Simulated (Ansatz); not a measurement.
Pb (fcc type), DFT, LDA, all-electron LAPW, scalar-relativistic (Ansatz 0.2.0), on 1 thread of Intel(R) Xeon(R) Platinum 8259CL CPU @ 2.50GHz (Skylake/Cascade Lake) (shared host).

Command: `ansatz run input.yaml --threads 1 --pin off --max-ram 2048MiB --backend cpu --events-out ev --progress --plain --runs-dir out`

```yaml
crystal:
  lattice:
    - [0.0, 2.2458625071, 2.2458625071]
    - [2.2458625071, 0.0, 2.2458625071]
    - [2.2458625071, 2.2458625071, 0.0]
  atoms:
    - { symbol: Pb, position: [0.0, 0.0, 0.0] }
kpoints:
  mp_grid: { grid: [15, 15, 15] }
scf:
  occupations: { method: fermi_dirac, width: 0.05 }
hamiltonian:
  xc: lda
  pseudopotentials: { kind: all_electron, lapw: { basis_error: 0.001 } }
output:
  forces: true
  stress: true
  eigenvalues: true
  populations: true
```

(1) How large is the problem that the program sets up?

(2) About how long does it take?

Results:

(1) 120 irreducible k-points, 137 plane waves at Γ, 22 bands.

(2) 11 s of wall time for 7 SCF iterations. Times on shared machines scatter by tens of per cent.
